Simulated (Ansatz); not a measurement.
## 7 guesses for Al2Cl2F and where they end

Level of theory: DFT PBE, scalar-relativistic, plane waves, PAW in Ansatz. Settings: cutoff 420 eV, Γ-centred meshes spaced at most about 0.3 Å⁻¹, and about 0.25 Å⁻¹ or finer for metals (2π included), Gaussian smearing. No spin polarisation in the final relaxations.

Each guess was relaxed in cell and atoms at zero pressure, within the symmetry of its start. All energies are static (0 K, no zero-point motion). Coordination counts Cl or F atoms around Al (for each partner element, those within 1.25 times its shortest distance or 1.15 times the sum of covalent radii, where it is the nearest in units of that sum or under 1.3; a plus sign parts groups by distance over the sum of covalent radii; the shortest distance is added where it exceeds 1.18 times the sum of covalent radii).

```csv
guess,made from,start group,V start (Å³/atom),end group,V end (Å³/atom),coordination at the end,gap on mesh (eV),E over the lowest end (meV/atom)
1,random cell,R-3m,19.3,R-3m,19.4,Al 4,0,0
2,random cell,P4mm,20.5,P4/mmm,20.0,Al 2+2,0,163
3,SrIn2Hg2 type,I4/mmm,21.2,I4/mmm,23.5,Al 4,0,586
4,random cell,P6/mmm,19.9,?,?,?,?,?
5,Ho2AlNi2 type,Immm,21.4,Immm,18.6,Al 2,0,149
6,random cell,P4/mmm,21.1,P4/mmm,33.0,Al 1+4,0,141
7,LiNi2S2 type,P-3m1,17.9,P-3m1,22.4,Al 3 from 2.7 Å,0,172
```

Guess 4 as it starts:

```
Al Cl F
1.0
     4.48238    0.00000    0.00000
    -2.24119    3.88186    0.00000
     0.00000    0.00000    5.71790
Al Cl F
2 2 1
Cartesian
  0.0000 0.0000 0.9956
  0.0000 0.0000 4.7223
  0.0000 2.5879 2.8590
  2.2412 1.2940 2.8590
  0.0000 0.0000 2.8590
```

Question: Predict the end of this guess and its energy over the lowest end.

Answer: It ends in space group P6/mmm (No. 191), with a = 5.407 Å, c = 7.033 Å, 35.6 Å³/atom and no gap. It lies 0.66 eV/atom over the lowest end, above guess 3 and so the highest of the set. Counting Cl or F atoms around Al, this end has Al 1 and the lowest (guess 1) has Al 4.

```cif
data_structure
_symmetry_space_group_name_H-M 'P 1'
_symmetry_Int_Tables_number 1
_cell_length_a 5.4074
_cell_length_b 5.4074
_cell_length_c 7.0327
_cell_angle_alpha 90.000
_cell_angle_beta 90.000
_cell_angle_gamma 120.000
_cell_volume 178.09
loop_
_atom_site_label
_atom_site_type_symbol
_atom_site_fract_x
_atom_site_fract_y
_atom_site_fract_z
_atom_site_occupancy
Al1 Al 0.00000 0.00000 0.24982 1
Al2 Al 0.00000 0.00000 0.75018 1
Cl1 Cl 0.33333 0.66667 0.50000 1
Cl2 Cl 0.66667 0.33333 0.50000 1
F1 F 0.00000 0.00000 0.50000 1
```

Formation energies are uncorrected and refer to the elements' standard structures at the same level (Cl₂, F₂ as molecules).

Question: Is the lowest end bound against the elements?

Answer: Yes: its formation energy is −1.11 eV/atom. It lies below the elements, which doesn't yet make it stable against other compounds or structures.

The k mesh leaves some 4 meV/atom of noise in the energy of each metallic cell. No dispersion correction is applied, so the spacing and binding between layers, chains or molecules are poorly described (R-3m, P4/mmm at 33.0 Å³/atom, Immm, P-3m1, I4/mmm and others), and this can change margins and order among such cells. In R-3m, P4/mmm at 33.0 Å³/atom, Immm, P4/mmm at 20.0 Å³/atom, P-3m1 and others an odd number of electrons in the primitive cell allows no gap without spin; a larger cell or a magnetic state could open one. Cells relaxed within their symmetry can be saddle points. A lower structure may well exist outside this small set. Some structure types and database cells were kept out of the candidates from the start, so a known form may be missing.
